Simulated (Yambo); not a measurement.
## Convergence of the G0W0 gap of Rb2NaScCl6

G0W0@LDA for Rb2NaScCl6 (space group Fm-3m, No. 225) in Yambo. Reference settings: 2×2×2 Γ-centred k mesh, bands 3 to 394 and a 7 Ry block in the screening, 394 bands in G with the Bruneval-Gonze terminator, plasmon pole fitted at 27.2 eV. The LDA gap Γ → Γ on this mesh is 3.77 eV; G0W0 gaps are taken between the same points.

| change from the reference | G0W0 gap Γ → Γ (eV) | shift of the valence edge (eV) | rough Yambo cost |
|---|---|---|---|
| reference settings | 7.40 | -1.72 | 1 |
| 144 bands in G | 7.37 | -1.65 | – |
| 251 bands in G | 7.39 | -1.70 | – |
| 180 bands in W | 7.41 | -1.58 | within a factor of two |
| 1 Ry block | 7.80 | -1.36 | within a factor of two |
| 6 Ry block | 7.36 | -1.68 | within a factor of two |
| pole fitted at 10 eV | 7.30 | -1.58 | – |
| no terminator | 7.53 | -1.60 | – |

The reference isn't shown to be the converged limit. Costs are rough (shared machines), scaled to the same edge states, and given only for runs that recompute the screening.

Geometry of the Materials Project entry, not relaxed at this level; primitive cell a = 7.3407 Å, b = 7.3407 Å, c = 7.3407 Å, α = 60.00°, β = 60.00°, γ = 60.00°.

The structure is a Materials Project entry; no match was found in the copy of COD used, and its stability was not checked.

A shift is the quasiparticle energy of the state minus its LDA energy.
